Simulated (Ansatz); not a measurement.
CoSn$_{2}$:
```
CELL_PARAMETERS angstrom
     -3.15301     3.15301     2.71776
      3.15301    -3.15301     2.71776
      3.15301     3.15301    -2.71776
ATOMIC_POSITIONS crystal
  Co 0.25000 0.25000 0.00000
  Co 0.75000 0.75000 0.00000
  Sn 0.16672 0.33328 0.50000
  Sn 0.83328 0.66672 0.50000
  Sn 0.33328 0.83328 0.16656
  Sn 0.66672 0.16672 0.83344
```

Relaxed with r²SCAN. Special points in fractions of this cell's reciprocal vectors: Γ (0.000, 0.000, 0.000); X (0.000, 0.000, 0.500); M (-0.500, 0.500, 0.500); Z (0.436, 0.436, -0.436); Z0 (-0.436, 0.564, 0.436); P (0.250, 0.250, 0.250); N (0.000, 0.500, 0.000).

List the band energies nearest the Fermi level at these points for DFT-r²SCAN in the program Ansatz with PAW potentials.

In eV from the Fermi level; about four levels below and three above (degenerate sets whole), none deeper than 8.9 eV; points with the same levels are listed once.

```tsv
k	below	above
Γ	-1.12 -1.08 -0.65 -0.65	0.51 0.55 0.55
X	-1.14 -1.11 -0.77 -0.65	0.80 0.92 1.56
M	-1.17 -0.92 -0.76 -0.76	0.35 0.46 1.60
Z	-1.20 -0.91 -0.80 -0.80	0.30 0.47 1.25
P	-1.39 -1.39 -0.78 -0.78	1.07 1.07 1.14 1.14
N	-1.08 -1.08 -0.74 -0.74	0.19 0.19 2.10 2.10
```

Space group I4/mcm. The workflow started from a Materials Project entry (that database holds measured and hypothetical structures alike); the Crystallography Open Database files this formula in space group No. 140, but the cells were not matched. Its standing as an ambient phase is unchecked. The r²SCAN relaxation kept the symmetry of its start; whether a distortion lowers the energy is not shown. The run is not spin-polarised. Spin–orbit coupling is left out wherever it is not named.

Potentials: the later of the program's two PAW sets.
